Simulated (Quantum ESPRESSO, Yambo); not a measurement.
LaOF (space group R-3m, No. 166): one geometry, one set of PBEsol (pw.x of Quantum ESPRESSO, ONCV potentials, no spin-orbit coupling) orbitals, self-energies from Yambo (4×4×4 Γ-centred k mesh, 109 bands and a 6 Ry block in the screening, 109 bands in G with the Bruneval-Gonze terminator, plasmon pole fitted at 27.2 eV).

```csv
level,"gap (0, 0.25, -0.25) → (0, 0.25, -0.25) (eV)"
PBEsol (Quantum ESPRESSO),4.54
exchange only (Hartree-Fock self-energy on PBEsol orbitals),16.77
static COHSEX@PBEsol,___
"G0W0@PBEsol, plasmon pole",___
```

Complete the blanks.


- static COHSEX@PBEsol, gap (0, 0.25, -0.25) → (0, 0.25, -0.25) (eV): 7.85
- G0W0@PBEsol, plasmon pole, gap (0, 0.25, -0.25) → (0, 0.25, -0.25) (eV): 7.28

Bare exchange has no screening and gives the widest gap; static COHSEX screens it but leaves out the frequency dependence, which G0W0 restores. The mesh misses a band edge: along a dense path the PBEsol gap is 4.20 eV against 4.54 eV on the mesh.

Convergence of the G0W0 settings was not tested.

Geometry of the Materials Project entry, not relaxed at this level; primitive cell a = 7.119 Å, b = 7.119 Å, c = 7.119 Å, α = 32.99°, β = 32.99°, γ = 32.99°.
